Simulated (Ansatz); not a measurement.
A 6-atom cell of HfSnO4 built on tetragonal HfO2: a field-response calculation (clamped ions) in the PAW code Ansatz (r2SCAN). The geometry is the r2SCAN minimum.

```yaml
crystal:
  lattice:
    - [3.5642920308, 0.0, 0.0]
    - [0.0, 3.5642920308, 0.0]
    - [0.0, 0.0, 5.3382292345]
  atoms:
    - { symbol: Hf, position: [0.5, 0.5, 0.5] }
    - { symbol: Sn, position: [0.0, 0.0, 0.0] }
    - { symbol: O, position: [0.5, 0.0, 0.6819533922] }
    - { symbol: O, position: [0.0, 0.5, 0.8156317145] }
    - { symbol: O, position: [0.0, 0.5, 0.3180466078] }
    - { symbol: O, position: [0.5, 0.0, 0.1843682855] }
kpoints:
  mp_grid: { grid: [6, 6, 4] }
hamiltonian:
  xc: r2scan
scf:
  occupations: { method: fixed }
dielectric: {}
```

In the abridged output below, numbers in square brackets stand for lines, or ends of lines, that were taken out.
```
Pseudopotential: Hf, paw, valence charge 26, recommended cutoff 500 eV (meta_gga)
Pseudopotential: Sn, paw, valence charge 14, recommended cutoff 500 eV (meta_gga)
Pseudopotential: O, paw, valence charge 6, recommended cutoff 500 eV (meta_gga)
Functional definition: r2SCAN
Crystal: 6 atoms, lattice volume = 67.818 Å³
[1]
Bands: 39, of which v1, the nominal top of the filled ones, is band 32 counted from 1 (31 counted from 0)
[2]
SCF 1 converged in 10 iterations: F = -24051.955861 eV  dr2 = 7.69e-11
SCF 1 converged in 4 iterations: F = -24051.866611 eV  dr2 = 5.32e-8
Free energy (F): -24051.955861 eV
Fermi energy:    12.100467 eV
--- Dielectric response (ions clamped): 3 representative field directions + reference, inside a basis on a mesh of 144 k-points ---
  ε∞ (high-frequency dielectric tensor):
[3]
  Born effective charges Z* (e; rows j = field, columns β = displacement):
    site 0:
[4]
    site 1:
[5]
    site 2:
[6]
    site 3:
[7]
    site 4:
[8]
    site 5:
[9]
  ε∞ is read to err by 1.9e-2, Z* by 4.9e-2 e
```

Question: What stood in the gaps? They hold the Born charges, ε∞ (with the ionic part, where printed), the symmetry found, cutoff and plane waves at Γ.

Answer:
```
[1]
Basis set: ecut = 500 eV, 1771 PW (Γ)
[2]
Symmetry: 8 space group operations
[3]
        4.840216     0.000000     0.000000
        0.000000     4.840216     0.000000
        0.000000     0.000000     4.501305
[4]
         5.47531    0.00000    0.00000
         0.00000    5.47531    0.00000
         0.00000    0.00000    4.47522
[5]
         4.44215    0.00000    0.00000
         0.00000    4.44215    0.00000
         0.00000    0.00000    4.56864
[6]
        -1.81916    0.00000    0.00000
         0.00000   -3.63334    0.00000
         0.00000    0.00000   -2.30542
[7]
        -1.97769    0.00000    0.00000
         0.00000   -2.48726    0.00000
         0.00000    0.00000   -2.21651
[8]
        -3.63334    0.00000    0.00000
         0.00000   -1.81916    0.00000
         0.00000    0.00000   -2.30542
[9]
        -2.48726    0.00000    0.00000
         0.00000   -1.97769    0.00000
         0.00000    0.00000   -2.21651
```

The electronic dielectric tensor ε∞ is 4.84 along x and y, 4.50 along z. Born charges, averaged over directions: Hf +5.14, Sn +4.48, O -2.59 to -2.23 e. The program notes that the ground state's band table doesn't vouch for all the bands that the response reads.

Wall time 64 s on 1 × NVIDIA H100 80GB HBM3 with 2 threads of AMD EPYC 7R13 Processor (Zen 3), on a shared host, load about 0.8 per core; peak host memory 2.1 GiB.

These are computed values for a spin-unpolarised cell that may be hypothetical; none is a measurement.

No spin-orbit coupling is included; it can move band edges with weight on the heavy atoms by tenths of an eV.
